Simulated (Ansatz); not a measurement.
## CuAu₃: frozen-core PAW against all-electron methods

```
CELL_PARAMETERS angstrom
4.01980 0.00000 0.00000
0.00000 4.01980 0.00000
0.00000 0.00000 3.98000
ATOMIC_POSITIONS crystal
Cu 0.00000 0.00000 0.00000
Au 0.00000 0.50000 0.50000
Au 0.50000 0.00000 0.50000
Au 0.50000 0.50000 0.00000
```

Atoms are numbered in the order listed.

The conventional cell has a = 4.020 Å, b = 4.020 Å, c = 3.980 Å, α = 90.00°, β = 90.00°, γ = 90.00°. Cu (atom 1) is surrounded by 12 Au at 2.83 to 2.84 Å. Around Au (atom 2) lie 4 Cu at 2.83 Å and 8 Au at 2.83 to 2.84 Å. Au (atom 4) is surrounded by 8 Au at 2.83 Å and 4 Cu at 2.84 Å.

The cell comes from COD entry 1510492, which wasn't checked; take it as a given geometry. The listed cell was then made from it by scaling, straining or moving an atom.

Spin–orbit coupling is left out, though it moves levels of the heavy atoms by tenths of an eV or more.

Levels of theory: DFT, LDA, PAW with Ansatz's default frozen-core files, scalar-relativistic (Ansatz 0.2.0); DFT, LDA, all-electron LAPW, scalar-relativistic (Ansatz 0.2.0).

For PAW: a Γ-centred 9×9×9 k mesh, Fermi–Dirac smearing of 0.05 eV, cutoff 420 eV, no spin polarisation; the PAW files were made with PBE, and the program remakes their frozen cores for this functional. LAPW targets a basis error of 1 meV/atom. The Ansatz runs share mesh, smearing and spin set-up. Plane-wave (PAW) pressures include the program's estimate of the Pulay term.

Stress and pressure are positive in compression.

The change that made this cell: equal xx and yy strain of +1 %.

PAW results:

```csv
quantity,PAW
pressure (GPa),-8.64
stress xx (GPa),-8.76
stress zz (GPa),-8.39
```

Task: What does full-potential LAPW give for the same quantities?

Result: 
| quantity | LAPW |
| --- | --- |
| pressure (GPa) | -8.64 |
| stress xx (GPa) | -8.76 |
| stress zz (GPa) | -8.39 |
